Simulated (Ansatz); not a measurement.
A plane-wave DFT run in Ansatz 0.2.0 (scalar-relativistic PAW potentials unless the input names others): input and command.

```yaml
crystal:
  lattice:
    - [4.8398056127, 0.0, 0.0]
    - [-2.4199028063, 4.19139461, 0.0]
    - [0.0, 0.0, 2.8774771593]
  atoms:
    - { symbol: Li, position: [0.0, 0.0, 0.0] }
    - { symbol: In, position: [0.3333333333, 0.6666666667, 0.5] }
    - { symbol: Ir, position: [0.6666666667, 0.3333333333, 0.0] }
basis:
  ecutwfc: 420
kpoints:
  mp_grid: { grid: [8, 8, 11] }
hamiltonian:
  xc: pbesol
scf:
  occupations: { method: gaussian, width: 0.15 }
  algorithm: direct_min
output:
  forces: true
  eigenvalues: true
  stress: true
```

```bash
ansatz run input.yaml --threads 1 --pin off --max-ram 2560MiB --backend cpu --events-out ev --progress --plain --runs-dir out
```

Abridged log:
```
Basis set: ecut = 420 eV, 1143 PW (Γ), exchange–correlation on 72×72×40 points (8 copies of the dense FFT grid, shifted against one another)
Bands: 21, of which v1, the nominal top of the filled ones, is band 17 counted from 1 (16 counted from 0)
Symmetry: 12 space group operations
k-points: 60 of 704 (time reversal used)
SCF iter   1: F=—  HF=-17526.996690 eV  |F-HF|=—  |Δ(HF+E_count)|=         —  Δρ=1.33e-2  dr2=1.54e-1  ethr=1.77e-3  ⟨swp⟩=7.8  Hψ=5443  notcnv=0
SCF iter   2: F=—  HF=-17526.976407 eV  |F-HF|=—  |Δ(HF+E_count)|=   2.03e-2  Δρ=2.37e-3  dr2=5.72e-3  ethr=1.85e-5  ⟨swp⟩=2.8  Hψ=4766  notcnv=0  defer=3
SCF iter   3: F=—  HF=-17526.974753 eV  |F-HF|=—  |Δ(HF+E_count)|=   1.65e-3  Δρ=2.41e-4  dr2=2.96e-5  ethr=1.73e-5  ⟨swp⟩=2.4  Hψ=2319  notcnv=0  defer=2
SCF iter   4: F=—  HF=-17526.974779 eV  |F-HF|=—  |Δ(HF+E_count)|=   2.59e-5  Δρ=3.02e-5  dr2=7.69e-7  ethr=8.97e-8  ⟨swp⟩=4.7  Hψ=3665  notcnv=0  defer=1
SCF iter   5: F=—  HF=-17526.974779 eV  |F-HF|=—  |Δ(HF+E_count)|=   1.32e-7  Δρ=1.27e-5  dr2=7.55e-8  ethr=2.33e-9  ⟨swp⟩=3.1  Hψ=2964  notcnv=0  defer=1
SCF iter   6: F=-17526.974779 eV  HF=-17526.974779 eV  |F-HF|=3.78e-10  |Δ(HF+E_count)|=   2.83e-8  Δρ=9.48e-7  dr2=4.15e-10  ethr=2.29e-10  ⟨swp⟩=3.0  Hψ=2462  notcnv=0  defer=1
the search or the solves at the SCF's close seem to have found levels that the self-consistency loop had missed (the run counts 3). By its estimate they hold under 1e-12 electrons; where the run keeps them, the occupations were computed again with them
SCF 1 converged in 6 iterations: F = -17526.974779 eV  dr2 = 4.15e-10
  Residual-converged pass: ⟨swp⟩=3.0  Hψ=3002  notcnv=0  max |occ|·‖R‖ = 6.5e-6 eV (tolerance 6.7e-6 eV) dr2=4.21e-10  dr2_onsite=7.32e-11  max |Δocc| = 1.8e-8
SCF converged after 6 iterations
Stability not checked: this state was not tested for a lower state beside it, because a direct minimisation reached the state, and no test of it is asked (direct_minimisation; see scf.lower_state_search)
Free energy (F): -17526.974779 eV
Harris-Foulkes:  -17526.974779 eV  (|F-HF|=3.78e-10)
Internal energy: -17526.940607 eV  (E = F + TS)
E sigma→0 (E₀):  -17526.957693 eV
Entropy (-TS):   -0.034172 eV (-11.391 meV/atom)
Fermi energy:    10.358395 eV
--- Forces (eV/Å), atoms counted from 1 ---
  atom   1  Li     0.00000000     0.00000000     0.00000000
  atom   2  In     0.00000000     0.00000000     0.00000000
  atom   3  Ir     0.00000000     0.00000000     0.00000000
--- Stress (GPa, compression-positive) ---
      -17.244674       0.000000       0.000000
        0.000000     -17.244674       0.000000
        0.000000       0.000000     -13.421262
  P = ⅓ Tr σ = -15.9702 GPa (-159.702 kbar)
```

Apart from outputs and empty bands, the input differs from a reference run on usual settings in scf.algorithm: not typed → "direct_min"; kpoints.mp_grid.grid: [12, 12, 16] → [8, 8, 11]. The reference, at the same geometry (not necessarily relaxed), gave pressure -15.96 GPa, largest force 0.000 eV/Å, no gap on the mesh. This run converged in 6 SCF iterations (reference: 7) with an energy at zero smearing 0.96 meV/atom below the reference's, pressure -15.97 GPa, largest force 0.000 eV/Å, no gap on the mesh. Its k mesh is looser than usual, yet energy, pressure and forces hardly moved.

The run took 22 s on 1 thread of Arm Neoverse V1, with other jobs on the host, peak memory 0.45 GiB.